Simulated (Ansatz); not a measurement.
Space group P-31c (No. 163). a = 5.100 Å, b = 5.100 Å, c = 9.373 Å, α = 90.00°, β = 90.00°, γ = 120.00°
```tsv
atom	site	symmetry	x	y	z
Ti	12i	1	0.3339	0.0060	0.1185
O	2d	3.2	0.6667	0.3333	0.2500
O	2a	3.2	0.0000	0.0000	0.2500
```

Equation of state of this Ti$_{3}$O structure (not necessarily the ground state), with shape and atoms relaxed at each volume where symmetry leaves them free. It has no gap at any of these volumes. Method: Ansatz 0.2.0, DFT PBEsol, scalar-relativistic, plane waves, PAW.

Settings: cutoff 420 eV, Γ-centred mesh 12×12×4 on the computed 16-atom cell, Gaussian smearing of 0.10 eV; no spin polarisation.

```csv
V (Å³/atom),E − E(largest V) (meV/atom),P (GPa)
11.610,63.38,27.44
12.006,6.44,18.95
12.402,-31.04,11.65
12.797,-51.79,5.38
13.193,-58.18,0.00
13.589,-52.25,-4.62
13.985,-35.76,-8.57
14.512,0.00,-12.95
```

**Question.** Fit a third-order Birch–Murnaghan equation to E(V).

**Answer.** V0 = 13.19 Å³/atom, B0 = 166 GPa, B0' = 4.1.

Spin polarisation was left out, and a magnetic state may lie lower.

Cost: 8 runs of about 62 core-minutes in all, on Oxide Virtual Turin-like Processor (Zen 5) (shared hosts).